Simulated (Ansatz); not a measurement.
# Be12Pd: checking a database structure before trusting its electric field gradients

The cell is a computed structure from the Materials Project (it need not be an observed phase), taken as it stands.

Space group I4/mmm (No. 139); a = 7.2732, c = 4.1822 Å.

```csv
site,Wyckoff,site symmetry,x,y,z
Be1,8f,..2/m,0.2500,0.2500,0.7500
Be5,8i,m2m.,0.0000,0.6518,0.0000
Be9,8j,m2m.,0.0000,0.2255,0.5000
Pd,2a,4/mmm,0.0000,0.0000,0.0000
```

One atom of each set is listed; the run and its k-mesh use a cell of 13 atoms with edges of 5.55, 5.55, 5.55 Å.

The numbers come from a DFT calculation in Ansatz (PBE, plane waves and PAW, scalar-relativistic, 420 eV cutoff, Γ-centred 8×8×8 k-points, Fermi–Dirac smearing 0.05 eV).

Task: Do the atoms and the cell lie near the calculated equilibrium?

Result: Yes. The largest force is 0.021 eV/Å, on atom 7 (Be: 13 Be at 2.21–2.61 Å, 1 Pd at 2.53 Å), and the pressure is -0.1 GPa.
